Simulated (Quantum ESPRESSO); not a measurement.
# Computed records: GaSi3Ge3P (made-up cell)

All values are calculated (Quantum ESPRESSO 7.5). Calculation on a made-up crystal cell, not a measurement: periodic Kohn-Sham density functional theory in plane waves with PseudoDojo standard norm-conserving scalar-relativistic pseudopotentials, each functional with its own files (v0.5 for PBE, v0.4.1 for LDA and PBEsol), no spin polarisation, no spin-orbit coupling, atoms not relaxed, stress positive in tension, energies less a fixed whole-eV offset for each atom's element; levels are Kohn-Sham levels at fractions of this cell's reciprocal vectors, counted from the reference band (half the neutral cell's valence electrons, rounded up) at Gamma; error bars cover cutoff and k-mesh only, not smearing or the files; added strain carries the atoms with the cell, and shear is the tensor component; each bar is the largest change over components, and at least 0.002 eV, 0.002 eV per angstrom or 0.02 GPa; energies are for the whole cell, and the offsets were chosen from early runs and are not element reference energies.

Common to all runs: lattice type zincblende/diamond; functional pbe; cutoff 1088 eV; fermi dirac smearing 0.1 eV; scf tolerance 1e-07 eV; electrons removed 0; k mesh 6 x 6 x 6, shifted by half a step.

(1) GaSi3Ge3P (made-up cell)

```cif
# cell vector a (Å): 5.5598 0.0000 0.0000
# cell vector b (Å): 0.0000 5.5598 0.0000
# cell vector c (Å): 0.0000 0.0000 5.5598
data_GaSi3Ge3P
_symmetry_space_group_name_H-M 'P 1'
_symmetry_Int_Tables_number 1
_cell_length_a 5.5598
_cell_length_b 5.5598
_cell_length_c 5.5598
_cell_angle_alpha 90.000
_cell_angle_beta 90.000
_cell_angle_gamma 90.000
_cell_volume 171.86
loop_
_atom_site_label
_atom_site_type_symbol
_atom_site_fract_x
_atom_site_fract_y
_atom_site_fract_z
_atom_site_occupancy
Ge1 Ge 0.00049 0.00511 0.99847 1
Ge2 Ge 0.99804 0.50604 0.50198 1
P1 P 0.50320 0.00070 0.48800 1
Ga1 Ga 0.49577 0.49964 0.99536 1
Si1 Si 0.25231 0.24668 0.24589 1
Si2 Si 0.25247 0.73569 0.74102 1
Si3 Si 0.75668 0.25639 0.74925 1
Ge3 Ge 0.75981 0.74862 0.25371 1
```

* free energy less offsets: -1.946 eV
* smearing term minus ts: -0.01923 eV
* scf iterations: 10
* pressure: 1.54 GPa
* stress xx: -1.676 GPa
* stress yy: -1.318 GPa
* stress zz: -1.626 GPa
* stress yz: 1.076 GPa
* stress xz: -1.126 GPa
* stress xy: 0.1252 GPa
* fermi level: 0.002103 eV
* reference band: 36
* error bar energy: 0.003135 eV
* error bar stress: 0.02 GPa
* error bar force: 0.00697 eV/Å
* error bar next band up: 0.002 eV
* error bar fermi level: 0.002 eV
* error bars from: tighter rerun of a related cell

Atoms:
```csv
atoms element,atom site,atom energy offset (eV)
Ge,1,-2430
Ge,2,-2430
P,3,-189
Ga,4,-2080
Si,5,-115
Si,6,-115
Si,7,-115
Ge,8,-2430
```

Forces:
```csv
site,x (eV/Å),y (eV/Å),z (eV/Å)
1,0.5862,-0.3624,-0.6259
2,0.6996,-1.128,-0.08181
3,-0.2808,0.2081,0.8914
4,0.3375,-0.2001,0.1649
5,0.3096,0.3888,0.1733
6,0.4973,1.297,0.4975
7,-0.9644,-0.2686,0.02927
8,-1.185,0.0647,-1.049
```

Levels:
```csv
level k point,next band up (eV)
Gamma,0.1387
"(1/2,1/2,1/2)",-0.3024
"(0.15,0,0)",0.2228
"(0,0.15,0)",0.1822
"(0,0,0.15)",0.1208
```

(2) GaSi3Ge3P (made-up cell)

```cif
# cell vector a (Å): 5.5598 0.0000 0.0000
# cell vector b (Å): 0.0000 5.5598 0.0000
# cell vector c (Å): 0.0000 0.0000 5.5598
data_GaSi3Ge3P
_symmetry_space_group_name_H-M 'P 1'
_symmetry_Int_Tables_number 1
_cell_length_a 5.5598
_cell_length_b 5.5598
_cell_length_c 5.5598
_cell_angle_alpha 90.000
_cell_angle_beta 90.000
_cell_angle_gamma 90.000
_cell_volume 171.86
loop_
_atom_site_label
_atom_site_type_symbol
_atom_site_fract_x
_atom_site_fract_y
_atom_site_fract_z
_atom_site_occupancy
Ge1 Ge 0.00049 0.00511 0.99847 1
Ge2 Ge 0.99804 0.50604 0.50198 1
P1 P 0.50320 0.00070 0.48800 1
Ga1 Ga 0.49577 0.49964 0.99536 1
Si1 Si 0.25231 0.24668 0.25834 1
Si2 Si 0.25247 0.73569 0.74102 1
Si3 Si 0.75668 0.25639 0.74925 1
Ge3 Ge 0.75981 0.74862 0.25371 1
```

* free energy less offsets: -1.931 eV
* smearing term minus ts: -0.02078 eV
* scf iterations: 10
* pressure: 1.524 GPa
* stress xx: -1.635 GPa
* stress yy: -1.286 GPa
* stress zz: -1.649 GPa
* stress yz: 1.042 GPa
* stress xz: -1.058 GPa
* stress xy: 0.6579 GPa
* fermi level: 0.001382 eV
* reference band: 36
* error bar energy: 0.003135 eV
* error bar stress: 0.02 GPa
* error bar force: 0.00697 eV/Å
* error bar next band up: 0.002 eV
* error bar fermi level: 0.002 eV
* error bars from: tighter rerun of a related cell

Atoms:
```csv
atoms element,atom site,atom energy offset (eV)
Ge,1,-2430
Ge,2,-2430
P,3,-189
Ga,4,-2080
Si,5,-115
Si,6,-115
Si,7,-115
Ge,8,-2430
```

Forces:
```csv
site,x (eV/Å),y (eV/Å),z (eV/Å)
1,0.7578,-0.1998,-0.4411
2,0.5769,-1.006,0.1064
3,-0.1816,0.1047,1.076
4,0.1971,-0.3476,0.3282
5,0.3152,0.3543,-0.5981
6,0.4925,1.3,0.5667
7,-0.9766,-0.2652,0.1013
8,-1.181,0.05995,-1.139
```

Levels:
```csv
level k point,next band up (eV)
Gamma,0.1641
"(1/2,1/2,1/2)",-0.3192
"(0.15,0,0)",0.2318
"(0,0.15,0)",0.1893
"(0,0,0.15)",0.1038
```

(3) GaSi3Ge3P (made-up cell)

```cif
# cell vector a (Å): 5.5598 0.0000 0.0000
# cell vector b (Å): 0.0000 5.5598 0.0000
# cell vector c (Å): 0.0000 0.0000 5.5598
data_GaSi3Ge3P
_symmetry_space_group_name_H-M 'P 1'
_symmetry_Int_Tables_number 1
_cell_length_a 5.5598
_cell_length_b 5.5598
_cell_length_c 5.5598
_cell_angle_alpha 90.000
_cell_angle_beta 90.000
_cell_angle_gamma 90.000
_cell_volume 171.86
loop_
_atom_site_label
_atom_site_type_symbol
_atom_site_fract_x
_atom_site_fract_y
_atom_site_fract_z
_atom_site_occupancy
Ge1 Ge 0.00049 0.00511 0.99847 1
Ge2 Ge 0.99804 0.50604 0.50198 1
P1 P 0.50320 0.00070 0.48800 1
Ga1 Ga 0.49577 0.49964 0.99536 1
Si1 Si 0.25231 0.24668 0.26120 1
Si2 Si 0.25247 0.73569 0.74102 1
Si3 Si 0.75668 0.25639 0.74925 1
Ge3 Ge 0.75981 0.74862 0.25371 1
```

* free energy less offsets: -1.92 eV
* smearing term minus ts: -0.02121 eV
* scf iterations: 10
* pressure: 1.532 GPa
* stress xx: -1.644 GPa
* stress yy: -1.297 GPa
* stress zz: -1.654 GPa
* stress yz: 1.034 GPa
* stress xz: -1.043 GPa
* stress xy: 0.7833 GPa
* fermi level: 0.004726 eV
* reference band: 36
* error bar energy: 0.003135 eV
* error bar stress: 0.02 GPa
* error bar force: 0.00697 eV/Å
* error bar next band up: 0.002 eV
* error bar fermi level: 0.002 eV
* error bars from: tighter rerun of a related cell

Atoms:
```csv
atoms element,atom site,atom energy offset (eV)
Ge,1,-2430
Ge,2,-2430
P,3,-189
Ga,4,-2080
Si,5,-115
Si,6,-115
Si,7,-115
Ge,8,-2430
```

Forces:
```csv
site,x (eV/Å),y (eV/Å),z (eV/Å)
1,0.7935,-0.1658,-0.4011
2,0.5457,-0.9754,0.1508
3,-0.1562,0.07855,1.12
4,0.1678,-0.3779,0.3635
5,0.3168,0.3463,-0.7733
6,0.4914,1.301,0.5822
7,-0.9792,-0.265,0.1174
8,-1.18,0.05866,-1.159
```

Levels:
```csv
level k point,next band up (eV)
Gamma,0.178
"(1/2,1/2,1/2)",-0.3189
"(0.15,0,0)",0.236
"(0,0.15,0)",0.1932
"(0,0,0.15)",0.1022
```

(4) GaSi3Ge3P (made-up cell)

```cif
# cell vector a (Å): 5.5598 0.0000 0.0000
# cell vector b (Å): 0.0000 5.5598 0.0000
# cell vector c (Å): 0.0000 0.0000 5.5598
data_GaSi3Ge3P
_symmetry_space_group_name_H-M 'P 1'
_symmetry_Int_Tables_number 1
_cell_length_a 5.5598
_cell_length_b 5.5598
_cell_length_c 5.5598
_cell_angle_alpha 90.000
_cell_angle_beta 90.000
_cell_angle_gamma 90.000
_cell_volume 171.86
loop_
_atom_site_label
_atom_site_type_symbol
_atom_site_fract_x
_atom_site_fract_y
_atom_site_fract_z
_atom_site_occupancy
Ge1 Ge 0.00049 0.00511 0.99847 1
Ge2 Ge 0.99804 0.50604 0.50198 1
P1 P 0.50320 0.00070 0.48800 1
Ga1 Ga 0.49577 0.49964 0.99536 1
Si1 Si 0.25231 0.24668 0.27244 1
Si2 Si 0.25247 0.73569 0.74102 1
Si3 Si 0.75668 0.25639 0.74925 1
Ge3 Ge 0.75981 0.74862 0.25371 1
```

Atoms:
```csv
atoms element,atom site,atom energy offset (eV)
Ge,1,-2430
Ge,2,-2430
P,3,-189
Ga,4,-2080
Si,5,-115
Si,6,-115
Si,7,-115
Ge,8,-2430
```

## Withheld values
1. Estimate the stress xy of GaSi3Ge3P (made-up cell) (entry 4).
2. Give the table of levels values for GaSi3Ge3P (made-up cell) (entry 4).

Calculated values
1. 1.293 GPa
2. 
Levels:
```csv
level k point,next band up (eV)
Gamma,0.2373
"(1/2,1/2,1/2)",-0.3039
"(0.15,0,0)",0.2489
"(0,0.15,0)",0.2055
"(0,0,0.15)",0.09308
```

Further results for GaSi3Ge3P (made-up cell) (entry 4):

* free energy less offsets: -1.851 eV
* smearing term minus ts: -0.02317 eV
* scf iterations: 10
* pressure: 1.606 GPa
* stress xx: -1.746 GPa
* stress yy: -1.403 GPa
* stress zz: -1.667 GPa
* stress yz: 1.004 GPa
* stress xz: -0.9897 GPa
* fermi level: 0.01827 eV
* reference band: 36
* error bar energy: 0.003135 eV
* error bar stress: 0.02 GPa
* error bar force: 0.00697 eV/Å
* error bar next band up: 0.002 eV
* error bar fermi level: 0.002 eV
* error bars from: tighter rerun of this cell

Forces:
```csv
site,x (eV/Å),y (eV/Å),z (eV/Å)
1,0.9211,-0.043,-0.2535
2,0.4121,-0.8413,0.3276
3,-0.04658,-0.03328,1.296
4,0.06318,-0.4849,0.4937
5,0.324,0.3136,-1.45
6,0.4868,1.303,0.6409
7,-0.9882,-0.2666,0.1788
8,-1.172,0.05292,-1.233
```
